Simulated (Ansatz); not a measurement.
One crystal and one scan (scan of one atom of the cell) at two levels, PBE (plane waves to 420 eV, PAW, scalar-relativistic; Ansatz, a first-principles code) and r2SCAN (plane waves to 500 eV, PAW, scalar-relativistic; Ansatz), each from its own relaxed cell and on its own mesh. The cell shown is that of PBE.

Relaxed Fe (bcc, W type):

```xyz
2
Lattice="-2.8316 2.8316 2.8316 1.4158 -1.4158 1.4158 1.4158 1.4158 -1.4158" Properties=species:S:1:pos:R:3 pbc="T T T"
Fe     0.0000     0.0000     0.0000
Fe    -1.4158     1.4158     1.4158
```

In each cell atom 1 (Fe, nearest neighbour Fe at 2.452 Å; its periodic images, 2.5 Å or more away, move with it) moves by s·(0.707, 0.707, 0.000) (along Cartesian [110]), the rest being held.

E stands for the smeared free energy. Fe was relaxed with its symmetry unable to fall. Relaxed Fe ends ferromagnetic. The PAW data are Ansatz's earlier set. The magnetic order is the one the run started from; other orders were not tried. (PBE) On this mesh the relaxed cell isn't quite at rest: it carries a pressure of -0.2 GPa (compression positive) at the zero of the scan. (PBE) Relaxed Fe ends ferromagnetic. (r2SCAN) On this mesh the relaxed cell isn't quite at rest: it carries a pressure of -0.2 GPa (compression positive) at the zero of the scan. (r2SCAN) Relaxed Fe ends ferromagnetic. With partly filled bands, energies and forces of such displacements shift with the k mesh and the smearing. Percentages come from the unrounded values. Both scans cover s from -0.250 to 0.250 Å.

Results of PBE:

| Item | Result |
|---|---|
| Lattice constant a (Å) | 2.832 |
| Magnetic moment of the relaxed cell (μB/cell) | 2.17 |
| Force along the line at s = -0.250 Å (eV/Å) | 1.469 |
| Force constant k = d²E/ds² at s = 0 (finite differences) (eV/Å²) | 5.89 |
| Symmetry of the curve | even: the same for both signs |
| Shape of the curve | a single well with its minimum at or next to zero displacement |

Q: What does r2SCAN give for the same quantities?

A: 
```json
[
 {"quantity": "Lattice constant a (Å)", "r2SCAN": "2.865", "PBE − r2SCAN": "-0.033 (-1.2 %)"},
 {"quantity": "Magnetic moment of the relaxed cell (μB/cell)", "r2SCAN": "2.64", "PBE − r2SCAN": "-0.47 (-18 %)"},
 {"quantity": "Force along the line at s = -0.250 Å (eV/Å)", "r2SCAN": "1.437", "PBE − r2SCAN": "+0.032 (+2.2 %)"},
 {"quantity": "Force constant k = d²E/ds² at s = 0 (finite differences) (eV/Å²)", "r2SCAN": "5.83", "PBE − r2SCAN": "+0.06 (+0.9 %)"}
]
```

PBE gives the higher value for: force along the line at s = -0.250 Å. PBE gives the lower value for: lattice constant a; magnetic moment of the relaxed cell. They agree on: force constant k = d²E/ds² at s = 0 (within 1.5 %). Both give the same symmetry of the curve: even: the same for both signs. Neither level is exact: the differences show how much the result hangs on the functional.

(A displaced cell: forces are minus the slopes of the energy, force constants its curvatures, and phonons follow from these.)
